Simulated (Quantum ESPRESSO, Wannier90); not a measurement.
**Tight-binding from DFT: Ag (bcc (W type), model phase)**

```yaml
crystal:
  lattice:
    - [-1.65566, 1.65566, 1.65566]
    - [1.65566, -1.65566, 1.65566]
    - [1.65566, 1.65566, -1.65566]
  atoms:
    - { symbol: Ag, position: [0.00000, 0.00000, 0.00000] }
```

Structure: Materials Project mp-2646971, symmetrised, not relaxed again. This isn't the element's usual structure (fcc); take it as a model of another phase. Method: PBEsol plane waves in Quantum ESPRESSO 7.5 (PseudoDojo norm-conserving files, 66 Ry, spinors with spin-orbit coupling), Bloch states on a 10×10×10 mesh through Γ, Wannier90 4.0.1. Density: 18×18×18 mesh, cold smearing 0.01 Ry.

Base run: 18 functions from bands 9-42 of the 42 computed, start hydrogen-like Ag: s;p;d, centres 0.05 Å off the atoms, frozen window up to 1.50 eV relative to the Fermi level, outer window open. One thing is changed at a time; window edges are relative to the Fermi level. The misfit compares interpolated bands with pw.x on a high-symmetry path, for states up to 1.0 eV relative to the Fermi level. Converged means that the tolerances were met: symmetric starts can stop on a saddle, which shows as a larger Ω_OD at equal Ω_I and can move the misfit too.

```
setting  functions  frozen to (eV)  Ω_I (Å²)  Ω_D (Å²)  Ω_OD (Å²)  rms misfit (meV)  worst (meV)      ended
-------  ---------  --------------  --------  --------  ---------  ----------------  -----------  ---------
base            18            1.50     13.45      0.01       3.01               5.6          107  converged
```

**Question.** Starting from this base row, predict which settings stop with an error, and how Ω_I and the misfit move in the others: frozen window to 3.50 eV; frozen window to -0.50 eV; frozen window to 2.50 eV; no frozen window; outer window to 17.36 eV.

**Answer.** 
```
setting                    functions  frozen to (eV)  Ω_I (Å²)  Ω_D (Å²)  Ω_OD (Å²)  rms misfit (meV)  worst (meV)                               ended
-------------------------  ---------  --------------  --------  --------  ---------  ----------------  -----------  ----------------------------------
frozen window to 3.50 eV          18            3.50     13.59      0.01       3.04               1.7           12                           converged
frozen window to -0.50 eV         18           -0.50     13.36      0.01       3.00                20          353                           converged
frozen window to 2.50 eV          18            2.50     13.55      0.01       3.04               2.4           22                           converged
no frozen window                  18            none     12.92      0.00       2.58               302          903                           converged
outer window to 17.36 eV          18            1.50         –         –          –                 –            –  stops: too few bands in the window
```

Runs of this sweep that didn't settle are not listed.
